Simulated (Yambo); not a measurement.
CsCaH$_{3}$ (cubic perovskite, space group Pm-3m, No. 221), G0W0@LDA (Yambo, plasmon pole, terminator in G, 4×4×4 mesh): gap M → M in eV by bands and screening block.

| bands (W and G) | 2 Ry | 3 Ry | 5 Ry | 6 Ry | 8 Ry |
|---|---|---|---|---|---|
| 33 | 5.20 | 5.20 | 5.24 | 5.25 | 5.26 |
| 60 | 5.09 | 5.16 | 5.24 | 5.26 | 5.28 |
| 93 | 5.06 | 5.14 | 5.25 | 5.28 | ___ |
| 133 | 5.05 | 5.13 | 5.25 | 5.28 | 5.32 |
| 175 | 5.05 | ___ | 5.25 | ___ | 5.33 |

Q: Estimate the withheld gaps from their neighbours; the computed values follow.

A: 
- 93, 8 Ry: 5.31
- 175, 3 Ry: 5.12
- 175, 6 Ry: 5.29

The largest settings aren't shown to be the converged limit.

Geometry of the Materials Project entry, not relaxed at this level; primitive cell a = b = c = 4.6212 Å, α = β = γ = 90.00°.

The structure is a Materials Project entry; no match was found in the copy of COD used, and its stability was not checked.
